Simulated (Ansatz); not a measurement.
The start is a generated cell, BePd placed in the AFLOW prototype AB_tP4_129_c_c (B11, as in TiCu). The structure is fully relaxed (lattice and positions, P = 0) with PBEsol (plane waves to 420 eV, PAW, scalar-relativistic; Ansatz, a first-principles code). The first steps use a coarse 11×11×6 k-mesh.

The start:
```
CELL_PARAMETERS angstrom
      2.89268     0.00000     0.00000
      0.00000     2.89268     0.00000
      0.00000     0.00000     5.51070
ATOMIC_POSITIONS crystal
  Be 0.50000 0.00000 0.65000
  Be 0.00000 0.50000 0.35000
  Pd 0.50000 0.00000 0.10000
  Pd 0.00000 0.50000 0.90000
```

Q: How much energy is released per atom?

A: 0.95 eV/atom.

Q: How does the volume change?

A: -2.5 %, from 11.53 to 11.24 Å³/atom.

Q: How do the shortest distances between atoms change?

A: The closest pairs of elements (up to four, under 3.6 Å), start → end: Pd–Pd 2.32 → 2.84 Å; Be–Pd 2.47 → 2.33 Å; Be–Be 2.63 → 2.35 Å.

Q: What band gap does the relaxed structure have at this level?

A: Zero (metallic).

Q: What does it relax into? Give the structure.

A: 
Space group P4/nmm, origin choice 1 (No. 129); a = b = 2.8474 Å, c = 5.5442 Å, α = β = γ = 90.00°

| atom | site | symmetry | x | y | z |
|---|---|---|---|---|---|
| Be | 2c | 4mm | 0.0000 | 0.5000 | 0.3913 |
| Pd | 2c | 4mm | 0.5000 | 0.0000 | 0.1807 |

The space group stays P4/nmm (No. 129) (the run could not lower it); the end is AFLOW prototype AB_tP4_129_c_c (B11, as in TiCu), with 4 atoms in the primitive cell. Final values are on a 16×16×9 k-mesh of the relaxed cell. No spin polarisation in the result.

The run could not lose the symmetry of its start, so the end can be a saddle point.

The relaxed structure here is a generated cell of BePd: the first start was made by placing the elements on the sites of a structure type, and the end was not matched to a known phase here, so it may be hypothetical.
